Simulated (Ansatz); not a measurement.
According to the program Ansatz at the PBE level (PAW), BAs in the CsCl type structure (Pm-3m) relaxes to a = 2.940 Å. B has 8 nearest neighbours from 2.55 Å (cubic). Against the elements it lies at 1.52 eV/atom, with no fitted shifts.

Electronic character: metallic (no gap). Gap from PBE with spin–orbit coupling: none (metallic).

The bulk modulus is 103 GPa.

The start of the workflow was typed in or built on a structure type; neither database checked (COD, Materials Project) lists it. It is not the phase usual at ambient conditions (space group No. 216). The PBE relaxation kept the symmetry of its start; whether a distortion lowers the energy is not shown. The volume moved by 31 % from the start of the relaxation. Its formation energy is positive at this level, so the cell may be metastable or incomplete. The references are the lowest solids computed at this level, not always the standard phases. Spin–orbit coupling is left out wherever it is not named.

Potentials: the earlier of the program's two PAW sets.
